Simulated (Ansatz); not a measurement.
An Ansatz (a program for electronic structure) run. Input:

Ansatz 0.2 input:
```yaml
crystal:
  lattice:
    - [0.0, 2.5910217659, 2.5910217659]
    - [2.5910217659, 0.0, 2.5910217659]
    - [2.5910217659, 2.5910217659, 0.0]
  atoms:
    - { symbol: Mg, position: [0.5, 0.5, 0.5] }
    - { symbol: S, position: [0.0, 0.0, 0.0] }
kpoints:
  mp_grid: { grid: [7, 7, 7] }
hamiltonian:
  xc: hse06
  pseudopotentials: { kind: paw }
scf:
  n_extra_bands: 6
  occupations: { method: fixed }
output:
  eigenvalues: true
  eigenstates:
    e_range: [-9.0, 12.1]
    kpoints:
      - [0.0, 0.0, 0.0]  # VBM
      - [0.0, 0.5, 0.5]  # CBM
      - [0.0, 0.0, 0.0]  # GAMMA
      - [0.5, 0.0, 0.5]  # X
      - [0.5, 0.5, 0.5]  # L
      - [0.5, 0.25, 0.75]  # W
      - [0.375, 0.375, 0.75]  # K
      - [0.625, 0.25, 0.625]  # U
```

Output (shortened):

```
Pseudopotential: Mg, paw, valence charge 10
Pseudopotential: S, paw, valence charge 6
Functional definition: HSE06
davidson cushion auto → on  (no smearing: the cushion is to keep the highest requested band from converging to the state above it …
Crystal: 2 atoms, lattice volume = 34.789 Å³
Basis set: ecut = 420 eV, 645 PW (Γ)
Bands: 14, of which v1, the nominal top of the filled ones, is band 8 counted from 1 (7 counted from 0)
Symmetry: 48 space group operations
Space group: Fm-3m (ITA 225), of the structure as read, at distance tolerance 3.3e-5 Å
k-points: 20 of 343
SCF iter   1: F=—  HF=-2828.738896 eV  |F-HF|=—  |Δ(HF+E_count)|=         —  Δρ=8.55e-4  dr2=3.93e-4  ethr=1.77e-3  ⟨swp⟩=2.1  Hψ=2103  notcnv=0
preconditioner: auto → none
iter 2 solved again at ethr=3.79e-8 eV; its pass at ethr=2.46e-6 eV (dr2=6.06e-6 eV) is discarded
SCF iter   2: F=-2828.738594 eV  HF=-2828.738563 eV  |F-HF|=3.11e-5  |Δ(HF+E_count)|=   3.33e-4  Δρ=1.87e-4  dr2=6.14e-6  ethr=3.79e-8  ⟨swp⟩=2.8  Hψ=1500  notcnv=0
SCF 1 stopped early in 2 iterations: F = -2828.738594 eV  dr2 = 6.14e-6
Crystal: 2 atoms, lattice volume = 34.789 Å³
Exchange kernel: α = 0.2500, screened, ω = 0.2079 Å⁻¹, Wigner–Seitz truncation, v(0) = 1046.8260 eV·Å³, q-mesh 7×7×7, nearest image of the exchange supercell L …
Frozen-core exchange: fock
SCF iter   1: F=—  HF=-2829.769096 eV  |F-HF|=—  |Δ(HF+E_count)|=         —  Δρ=3.97e-3  dr2=2.65e-3  ethr=3.84e-7  ⟨swp⟩=7.2  Hψ=1504  notcnv=0
preconditioner: auto → none
SCF iter   2: F=—  HF=-2829.767563 eV  |F-HF|=—  |Δ(HF+E_count)|=   1.53e-3  Δρ=1.50e-3  dr2=6.70e-4  ethr=3.84e-7  ⟨swp⟩=3.0  Hψ=920  notcnv=0
SCF iter   3: F=—  HF=-2829.767404 eV  |F-HF|=—  |Δ(HF+E_count)|=   1.59e-4  Δρ=1.85e-4  dr2=2.18e-4  ethr=3.84e-7  ⟨swp⟩=3.0  Hψ=920  notcnv=0
SCF iter   4: F=—  HF=-2829.769604 eV  |F-HF|=—  |Δ(HF+E_count)|=   2.20e-3  Δρ=3.56e-4  dr2=3.12e-5  ethr=4.49e-8  ⟨swp⟩=4.3  Hψ=1195  notcnv=0
SCF iter   5: F=—  HF=-2829.769590 eV  |F-HF|=—  |Δ(HF+E_count)|=   1.39e-5  Δρ=5.13e-5  dr2=2.55e-6  ethr=4.49e-8  ⟨swp⟩=3.0  Hψ=902  notcnv=0
SCF iter   6: F=-2829.769607 eV  HF=-2829.769607 eV  |F-HF|=1.28e-7  |Δ(HF+E_count)|=   1.65e-5  Δρ=3.66e-5  dr2=4.32e-7  ethr=4.74e-9  ⟨swp⟩=4.0  Hψ=956  notcnv=0
SCF 2 stopped early in 6 iterations: F = -2829.769607 eV  dr2 = 4.32e-7
hybrid outer 1: dexx = +2.252e-3 eV, tail = 2.03e-5 eV
Crystal: 2 atoms, lattice volume = 34.789 Å³
Exchange kernel: α = 0.2500, screened, ω = 0.2079 Å⁻¹, Wigner–Seitz truncation, v(0) = 1046.8260 eV·Å³, q-mesh 7×7×7, nearest image of the exchange supercell L …
Frozen-core exchange: fock
SCF iter   1: F=—  HF=-2829.769558 eV  |F-HF|=—  |Δ(HF+E_count)|=         —  Δρ=3.08e-5  dr2=3.57e-7  ethr=6.33e-7  ⟨swp⟩=2.1  Hψ=642  notcnv=0
preconditioner: auto → none
iter 2 solved again at ethr=4.52e-11 eV; its pass at ethr=2.11e-9 eV (dr2=7.23e-9 eV) is discarded
SCF iter   2: F=-2829.769558 eV  HF=-2829.769558 eV  |F-HF|=4.35e-9  |Δ(HF+E_count)|=   1.58e-7  Δρ=7.85e-6  dr2=1.97e-8  ethr=4.52e-11  ⟨swp⟩=2.2  Hψ=1562  notcnv=0
SCF 3 converged in 2 iterations: F = -2829.769558 eV  dr2 = 1.97e-8
hybrid outer 2: dexx = +6.220e-8 eV, tail = 4.94e-8 eV, Δε = 1.63e-3 eV (about 1.67e-4 eV left of the loop's levels)
NSCF: frozen V_eff on 8 k-points
hybrid SCF converged: 2 outer / 8 inner (+2 warm-up), last move |dexx| = 6.22e-8 eV, tail = 4.94e-8 eV
Stability not checked (fock_operator)
Free energy (F): -2829.769558 eV
Frozen-core exchange: fock
Harris-Foulkes:  -2829.769558 eV  (|F-HF|=4.35e-9)
Internal energy: -2829.769558 eV  (E = F + TS)
E sigma→0 (E₀):  -2829.769558 eV
Fermi energy:    5.871606 eV
--- Per-component energies (eV) ---
  E_band       = -371.863241
  E_kinetic    = 185.472180
  E_local      = -1659.615286  (includes V_loc(G=0)·N_el)
  E_nonlocal   = 122.665985
  E_hartree    = 591.359367
  E_xc         = -103.200578
  E_vxc        = -102.497357  (∫ρ·V_xc dr)
  E_exx        = -63.016019  (= α·E_x^exact, valence–valence)
  E_paw        = -855.285589  (= ΣΔE_a)
  E_vpaw       = 25.423487  (= ΣTr[D̂ρ^β])
  E_aug_tail   = -0.000003  (compensation charges beyond the density's cutoff)
  E_ewald      = -1048.021386
  E_core_change = -0.128230  (= ΣΔE_core)
  E_smearing   =  0.000000  (= −TS)
  E_closure    =  0.000000  (closes the sum)
  Σ components = -2829.769558   (vs F -2829.769558, Δ=-4.55e-13)
  [band-id]    e_kinetic+e_local+e_nonlocal+2·e_hartree+e_vxc+2·e_exx+e_vpaw+e_augmentation_tail = -371.864297   (vs E_band -371.863241, Δ=-1.06e-3)
--- Band table (eV; the first three rows and the last of 20) ---
  k-point 0: bands = ["-73.7384", "-38.6349", "-38.6349", "-38.6349", "-8.1659", "5.8716", "5.8716", "5.8716", "10.8019", "14.9536", "14.9536", "14.9536", "17.5283", "17.5283"]
  k-point 1: bands = ["-73.7383", "-38.6363", "-38.6350", "-38.6350", "-7.9456", "4.5000", "5.7278", "5.7278", "11.7455", "14.6446", "15.2632", "15.2632", "16.8337", "16.8337"]
  k-point 2: bands = ["-73.7381", "-38.6396", "-38.6353", "-38.6353", "-7.3725", "2.2897", "5.4398", "5.4398", "11.8707", "14.6769", "14.6769", "16.0613", "17.9653", "17.9653"]
  k-point 19: bands = ["-73.7378", "-38.6402", "-38.6398", "-38.6373", "-6.2660", "2.1122", "2.2147", "3.8478", "11.9385", "14.3562", "15.8167", "15.8945", "20.5086", "21.1227"]
```

Cost: around 40 core-seconds (rough) on shared cores.

The points marked VBM and CBM come from a semilocal run.

Symmetry was held in the PBEsol relaxation; phonons on a q-mesh show no instability. The volume moved by -30 % from the start of the relaxation.

Potentials: the later of the program's two PAW sets.

Ansatz is a plane-wave DFT program.
